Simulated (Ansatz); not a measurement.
TaSi$_{2}$ in space group I4/mcm (No. 140; Si on 8h, Ta on 4a), PBE in the plane-wave PAW code Ansatz, all energies at zero smearing, with the estimated change up to a 700 eV cutoff added, with one set of potentials and settings (totals compare only within such a set). Cell of 6 atoms (4 Si, 2 Ta): -22407.555 eV.

| element | reference phase | E (eV/atom) |
|---|---|---|
| Si | Fd-3m, 2 atoms in the cell | -635.8096 |
| Ta | Im-3m, 1 atoms in the cell | -9932.2522 |

Formation energy per atom, worked out: (-22407.555 − 4×(-635.8096) − 2×(-9932.2522))/6 = 0.031 eV/atom (3 kJ per mol of atoms), at 0 K, without zero-point energy or fitted corrections.

A made-up cell: these elements were put on the sites of a structure type; neither database checked (COD, Materials Project) lists it. COD files the formula under space group No. 180, 181, so this cell is another polymorph or a model. Whether it is the stable phase at ambient conditions was not checked. Symmetry was held in the PBE relaxation; its stability against distortions is not shown here. The run is not spin-polarised. The references are the lowest solids computed at this level, not always the standard phases. Scalar-relativistic: spin–orbit coupling is off unless named, which matters more the heavier the elements.

Potentials: the later of the program's two PAW sets.
